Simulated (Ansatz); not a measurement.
The elements of this relaxed trial crystal are hidden behind letters.

```
lattice vectors (Å)
   0.0000    3.6568    4.7669
   3.6045    0.0000    4.7669
   3.6045    3.6568    0.0000
fractional positions
X 0.5000 0.5000 0.5000
Z 0.0000 0.5000 0.5000
Z 0.5000 0.0000 0.0000
Z 0.0000 0.0000 0.0000
Q 0.0000 0.5000 0.0000
Q 0.5000 0.0000 0.5000
```

Level of theory: DFT PBE, scalar-relativistic, plane waves, PAW in Ansatz 0.2.0. Settings of the last relaxation (6-atom cell): 420 eV, 8×8×8 k points, Gaussian smearing of 0.10 eV, no spin polarisation.

| Item | Value |
| --- | --- |
| Space group | Fmmm (No. 69) |
| Conventional cell | a = 7.209 Å, b = 7.314 Å, c = 9.534 Å |
| Volume per atom | 20.94 Å³ |
| Density | 5.10 g/cm³ |
| Energy over the elements | +0.11 eV/atom |
| Gap on the 8×8×8 mesh of the 6-atom cell | 0 eV (a metal) |

Energies are uncorrected and count from the elements' standard states at the same level.

Q: X is a p-block element of period 5, Z is a p-block element of period 4 and Q is a p-block element of period 3. Which elements are they?

A: X = In, Z = Ga, Q = P, so the formula is InGa3P2. Density times volume gives a mean mass of 5.10 × 20.94/1.6605 = 64.3 u per atom, and this set has 64.3 u. In is surrounded by 4 P at 2.99 Å, 4 Ga at 3.00 Å and 4 Ga at 3.60–3.66 Å; around Ga on a site of symmetry 2/m lie 4 P at 2.57 Å, 2 Ga at 3.00 Å and 2 In at 3.00 Å; P has 4 Ga at 2.57 Å, 2 Ga at 2.99 Å and 2 In at 2.99 Å; 1 more site not described. Other sets within the hints have nearly the same mass, so mass alone doesn't settle it; this one was computed.

A structure relaxed within its symmetry needn't be a true minimum.
